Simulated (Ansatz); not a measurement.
# Si: deformation potentials from a series

```yaml
crystal:
  lattice:
    - [0.00000, 2.71547, 2.71547]
    - [2.71547, 0.00000, 2.71547]
    - [2.71547, 2.71547, 0.00000]
  atoms:
    - { symbol: Si, position: [0.50000, 0.50000, 0.50000] }
    - { symbol: Si, position: [0.75000, 0.75000, 0.75000] }
```

Atom numbers follow the list: Si1, Si2.

The cell is a measured one (Crystallography Open Database entry 9011998); the temperature and pressure of the measurement aren't taken into account, and nothing was relaxed.

Level of theory: Ansatz 0.2.0, DFT, LDA, all-electron LAPW, scalar-relativistic.

Numerical set-up: a Γ-centred 11×11×11 k mesh, Fermi–Dirac smearing of 0.08 eV, basis error target 0.25 meV/atom, no spin polarisation.

The cell is scaled evenly. Fractional coordinates are held (clamped ions).

Only quantities that a quadratic follows smoothly over the whole series are listed; rougher ones are left out.

```tsv
ln(V/Vcell)	direct gap at Γ (eV)	smallest gap on mesh and path (eV)
-0.0619	2.553	0.379
-0.0202	2.537	0.451
-0.0101	2.533	0.467
0.0000	2.528	0.474
0.0100	2.524	0.499
0.0198	2.519	0.515
0.0392	2.510	0.544
0.0583	2.500	0.572
```

Problem. Fit the series and give the slopes at zero strain.

Solution. Least-squares fits y = p0 + p1 x + p2 x² to the rows give direct gap at Γ (eV): p1 = -0.443, p2 = -0.72; smallest gap on mesh and path (eV): p1 = 1.61, p2 = -0.73. So dEg/dln V = -0.4 eV for the direct gap at Γ, which isn't the fundamental gap here: that one has dEg/dln V = 1.6 eV. Semilocal gaps are too small, but their slopes carry over better.

Problem. One run, at ln(V/Vcell) = -0.0408, is withheld. Predict its row.

Solution. The fits give 2.545, 0.415; the run gave 2.545, 0.416.
